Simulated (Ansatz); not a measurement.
Relaxed-ion elastic tensor of TiAl$_{3}$ (Cu3Au type, Pm-3m) in GPa (Voigt order), LDA (plane waves, PAW; program Ansatz); density 3.57 g/cm³, 14.96 Å³ per atom.

|  | 1 | 2 | 3 | 4 | 5 | 6 |
|---|---|---|---|---|---|---|
| 1 | 209 | 71.5 | 71.5 | 0.0 | 0.0 | 0.0 |
| 2 | 71.5 | 209 | 71.5 | 0.0 | 0.0 | 0.0 |
| 3 | 71.5 | 71.5 | 209 | 0.0 | 0.0 | 0.0 |
| 4 | 0.0 | 0.0 | 0.0 | 87.1 | 0.0 | 0.0 |
| 5 | 0.0 | 0.0 | 0.0 | 0.0 | 87.1 | 0.0 |
| 6 | 0.0 | 0.0 | 0.0 | 0.0 | 0.0 | 87.1 |

### Question
Is the crystal mechanically stable?

### Answer
Yes: the smallest eigenvalue of C is 87.1 GPa.

### Question
Work out the Voigt, Reuss and Hill averages.

### Answer
K_V = 117, K_R = 117, K_H = 117; G_V = 79.8, G_R = 78.7, G_H = 79.2 GPa.

### Question
Give Young's modulus, Poisson's ratio, Pugh's ratio and the universal anisotropy index.

### Answer
E = 9KG/(3K + G) = 194 GPa; ν = 0.22; K/G = 1.48 (brittle by the Pugh limit of 1.75); A_U = 5G_V/G_R + K_V/K_R − 6 = 0.07.

### Question
Estimate the sound speeds and the Debye temperature.

### Answer
v_l = √((K + 4G/3)/ρ) = 7900 m/s, v_t = √(G/ρ) = 4710 m/s, mean 5210 m/s; Θ = (h/k)(3n/4πV)^(1/3) v_m = 630 K.

### Question
Give the Zener ratio and Young's modulus along [100], [110] and [111].

### Answer
A = 2C44/(C11 − C12) = 1.27; 1/E = S11 − 2(S11 − S12 − S44/2)Γ with Γ = 0, 1/4, 1/3 gives 172, 199, 210 GPa.

### Question
Solve the Christoffel equation for the three sound speeds along [100], [110], [111].

### Answer
Eigenvalues of C_ijkl n_j n_l equal ρv². In km/s, slowest first: [100] 4.94, 4.94, 7.64; [110] 4.38, 4.94, 7.98; [111] 4.58, 4.58, 8.08.

The workflow started from a Materials Project entry (that database holds measured and hypothetical structures alike); the Crystallography Open Database copy checked does not list it. Its standing as an ambient phase is unchecked. The cell was relaxed with LDA under the symmetry of its start; whether a distortion lowers the energy is not shown. No spin polarisation was allowed. As this level gives no gap, shear constants depend on the k-mesh and smearing (Fermi–Dirac, 0.1 eV here).

Potentials: the later of the program's two PAW sets.
